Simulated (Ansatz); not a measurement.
Ba$_{2}$HfO$_{4}$:
```xyz
7
Lattice="-2.0734 2.0734 6.6670 2.0734 -2.0734 6.6670 2.0734 2.0734 -6.6670" Properties=species:S:1:pos:R:3 pbc="T T T"
Ba     0.0000     0.0000     4.7021
Ba     0.0000     0.0000     8.6320
Hf     0.0000     0.0000     0.0000
O      0.0000     2.0734     0.0000
O      2.0734     0.0000     0.0000
O      0.0000     0.0000     2.0986
O      0.0000     0.0000    11.2355
```

Plane-wave PAW PBEsol (Ansatz code) gives a gap of 3.36 eV without spin–orbit coupling, maximum on the S0–Γ line, 53 % of the way from S0, minimum at M.

Question: What happens when spin–orbit coupling is switched on?

Answer: The gap drops by 0.01 eV, to 3.35 eV; maximum on the S0–Γ line, 53 % of the way from S0, minimum at M.

Question: Give the electron effective mass with spin–orbit coupling.

Answer: 0.46, 0.46, 0.76 mₑ (principal values).

Space group I4/mmm. The workflow started from a Materials Project entry (that database holds measured and hypothetical structures alike); the Crystallography Open Database copy checked does not list it. Its standing as an ambient phase is unchecked. The cell was relaxed with PBEsol under the symmetry of its start; its stability against distortions is not shown here. No spin polarisation was allowed.

Potentials: the later of the program's two PAW sets.
